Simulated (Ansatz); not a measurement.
A distorted cell of HfO₂ (fluorite):

```
HfO2
1.0
    0.00000     5.09813     5.09813
    2.54906     0.00000     2.54906
    2.54906     2.54906     0.00000
Hf O
2 4
Direct
  0.99434   0.00377   0.00377
  0.50566   0.99623   0.99623
  0.12154   0.25231   0.25231
  0.62846   0.24769   0.24769
  0.37846   0.74769   0.74769
  0.87154   0.75231   0.75231
```

Calculation: PBE (plane waves to 420 eV, PAW, scalar-relativistic; Ansatz, a first-principles code). k mesh 11×11×11 (Γ-centred), Fermi-Dirac smearing 0.05 eV. Stress and pressure are positive under compression. HfO2 is run without spin polarisation. HfO2 was relaxed with its symmetry unable to fall. Spin-orbit coupling is left out, though Hf is heavy. The PAW data are Ansatz's earlier set. This is a high-temperature form of HfO2.

Problem. Predict the force on every atom, in eV/Å.

Solution. 
```json
[
 {"atom": "Hf1", "Fx": "-0.430", "Fy": "0.430", "Fz": "0.430"},
 {"atom": "Hf2", "Fx": "0.430", "Fy": "-0.430", "Fz": "-0.430"},
 {"atom": "O3", "Fx": "0.000", "Fy": "0.000", "Fz": "0.000"},
 {"atom": "O4", "Fx": "0.050", "Fy": "-0.050", "Fz": "-0.050"},
 {"atom": "O5", "Fx": "0.000", "Fy": "0.000", "Fz": "0.000"},
 {"atom": "O6", "Fx": "-0.050", "Fy": "0.050", "Fz": "0.050"}
]
```

(For displaced atoms, the force is minus the slope of the energy, and its curvature is a force constant, which sets phonon frequencies.)
